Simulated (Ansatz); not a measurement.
Given:

W:
```yaml
crystal:
  lattice:
    - [0.00000, 3.67401, 3.67401]
    - [3.67401, 0.00000, 3.67401]
    - [3.67401, 3.67401, 0.00000]
  atoms:
    - { symbol: W, position: [0.75000, 0.75000, 0.75000] }
    - { symbol: W, position: [0.50000, 0.50000, 0.50000] }
    - { symbol: W, position: [0.12500, 0.62500, 0.12500] }
    - { symbol: W, position: [0.12500, 0.12500, 0.12500] }
    - { symbol: W, position: [0.62500, 0.12500, 0.12500] }
    - { symbol: W, position: [0.12500, 0.12500, 0.62500] }
```

This is the r²SCAN-relaxed structure.

**Question.** All from DFT-r²SCAN in the program Ansatz with PAW potentials, unless another level is named. Estimate the density of states at the Fermi level.

**Answer.** 1.6 states/eV per atom (mean over ±0.08 eV).

**Question.** Next, the gap with spin–orbit coupling?

**Answer.** none (metallic).

Space group Fd-3m. The start of the workflow was typed in or built on a structure type; neither database checked (COD, Materials Project) lists it. It is not the phase usual at ambient conditions (space group No. 229). Symmetry was held in the r²SCAN relaxation; whether a distortion lowers the energy is not shown. No spin polarisation was allowed. Scalar-relativistic: spin–orbit coupling is off unless named, which matters more the heavier the elements.

Potentials: the later of the program's two PAW sets.
